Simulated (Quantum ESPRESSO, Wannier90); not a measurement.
Wannier functions of MoF₆ (Im-3m)

```
begin unit_cell_cart
ang
   -3.1673450000    3.1673450000    3.1673450000
    3.1673450000   -3.1673450000    3.1673450000
    3.1673450000    3.1673450000   -3.1673450000
end unit_cell_cart
begin atoms_frac
Mo   0.0000000000  0.0000000000  0.0000000000
F   -0.2893300000 -0.2893300000  0.0000000000
F    0.2893300000  0.2893300000  0.0000000000
F    0.0000000000 -0.2893300000 -0.2893300000
F   -0.0000000000  0.2893300000  0.2893300000
F   -0.2893300000  0.0000000000 -0.2893300000
F    0.2893300000  0.0000000000  0.2893300000
end atoms_frac
```

Cell from Materials Project (mp-558836), symmetrised, no further relaxation. Not found in the COD (Crystallography Open Database) copy used, which has the formula in other groups; not checked further. Level: PBEsol, no spin polarisation, no spin-orbit coupling; pw.x of Quantum ESPRESSO at 68 Ry with PseudoDojo potentials, 4×4×4 k-points, Wannier90. Density: 8×8×8 mesh, cold smearing 0.01 Ry.

Bands 29-31 form an isolated set from 4.29 to 4.43 eV relative to the valence-band maximum (on the path) and are turned into 3 Wannier functions by minimising the spread from the start: SCDM (isolated).

Where do the functions sit, how wide are they and what are they made of?


```json
[
 {"functions": "3", "spread (Å²)": "1.77", "nearest atom, distance (Å)": "Mo 0.00", "second atom, distance (Å)": "F 1.83", "weight on atomic waves": "Mo 4d 60 %, F 2p 36 %"}
]
```

Ω_I = 5.29 Å², Ω_total = 5.30 Å²; the interpolated bands follow pw.x to 0.1 meV rms on the path. Only this start was tried; a symmetric start can stop on a saddle, and mixtures of these functions could lower the total by at most Ω_total − Ω_I.
